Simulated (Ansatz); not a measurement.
A Si3Ni7 cell: a random packing after short dynamics, relaxed.

```
Ni Si
1.0
     6.34433   -0.14136   -0.09934
    -0.14064    5.96361   -0.10270
    -0.10419   -0.10304    6.12848
Ni Si
14 6
Cartesian
  1.4442 0.9397 4.4874
  2.7366 3.5593 2.0978
  3.6898 2.0047 4.1545
  2.3461 1.1294 2.1352
  0.4710 2.6187 2.7296
  1.2611 2.4879 0.3712
  4.9249 3.9648 3.1985
  5.8623 4.0335 0.5745
  4.1165 5.5882 1.2677
  5.4351 0.4498 3.4624
  0.8618 5.0482 2.6950
  1.7635 5.2384 0.3415
  1.9453 3.6897 4.4576
  4.6280 2.0727 1.5294
  3.1131 5.5161 3.4343
  5.8936 2.3348 4.7787
  0.0951 0.6614 1.3960
  3.6579 3.7040 -0.0501
  3.2212 1.1060 -0.0282
  -0.0145 5.0729 4.8576
```

Method: Ansatz, DFT PBE, scalar-relativistic, plane waves, PAW.

Cutoff 420 eV; k points 3×3×4 on the computed 20-atom cell (Γ-centred); Gaussian smearing, width 0.10 eV; no spin polarisation.

Task: Describe its local order.

Result: Counting as bonded all pairs within 1.2 times the summed covalent radii:

```json
{"atom → neighbour": "Ni → Ni", "mean count": "8.00", "mean length (Å)": "2.55", "spread (Å)": "0.10"}
{"atom → neighbour": "Ni → Si", "mean count": "3.43", "mean length (Å)": "2.39", "spread (Å)": "0.10"}
{"atom → neighbour": "Si → Ni", "mean count": "8.00", "mean length (Å)": "2.39", "spread (Å)": "0.10"}
{"atom → neighbour": "Si → Si", "mean count": "0.67", "mean length (Å)": "2.63", "spread (Å)": "0.00"}
```

Angles between all pairs of such bonds at an atom (mean ± spread): 97 ± 34° at Ni, 96 ± 33° at Si.

Task: Does it have a gap?

Result: It has no gap on the mesh. Levels at Γ next to the Fermi level (eV from it): -0.56, -0.45, -0.44, -0.25, -0.18, -0.11, 0.00, 0.05, 0.21, 0.38, 0.40, 0.67.

The final mesh leaves forces up to 0.13 eV/Å and stresses up to 0.4 GPa: the relaxation ran on a coarser mesh, so the cell's shape, its bonds and its energy belong partly to that mesh.

The k mesh is coarse. Spin polarisation was left out, and a magnetic state may lie lower.

Cost: 2 runs of about 25 core-minutes in all (earlier runs that led there not counted), on Intel Xeon Processor @ 2.50GHz (Skylake/Cascade Lake) (shared hosts).